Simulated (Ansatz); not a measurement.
AlN:
```yaml
crystal:
  lattice:
    - [3.10664, 0.00000, 0.00000]
    - [-1.55332, 2.69043, 0.00000]
    - [0.00000, 0.00000, 4.97863]
  atoms:
    - { symbol: Al, position: [0.66667, 0.33333, 0.00341] }
    - { symbol: Al, position: [0.33333, 0.66667, 0.50341] }
    - { symbol: N, position: [0.66667, 0.33333, 0.62179] }
    - { symbol: N, position: [0.33333, 0.66667, 0.12179] }
```

Relaxed with r²SCAN. Special points in fractions of this cell's reciprocal vectors: Γ (0.000, 0.000, 0.000); M (0.500, 0.000, 0.000); K (0.333, 0.333, 0.000); A (0.000, 0.000, 0.500); L (0.500, 0.000, 0.500); H (0.333, 0.333, 0.500).

Q: List the band energies nearest the valence-band maximum at these points for the program Ansatz at the r²SCAN level (PAW).

A: In eV from the valence-band maximum; about four levels below and three above (degenerate sets whole), none deeper than 8.9 eV; points with the same levels are listed once.

```csv
k,below,above
Γ,-0.89 -0.89 -0.22 -0.22 0.00,4.88 7.53 11.60
M,-3.39 -2.14 -1.77 -0.71,6.45 6.57 9.03
K,-3.80 -3.80 -2.52 -2.41 -2.41,5.70 9.15 10.57 10.57
A,-0.56 -0.56 -0.56 -0.56,7.23 7.23 11.32 11.32
L,-1.50 -1.50 -1.39 -1.39,6.00 6.00 10.16 10.16
H,-3.92 -3.92 -0.81 -0.81,8.15 8.15 8.64 8.64
```

Space group P6_3mc (wurtzite). The r²SCAN relaxation kept the symmetry of its start.

Potentials: the later of the program's two PAW sets.
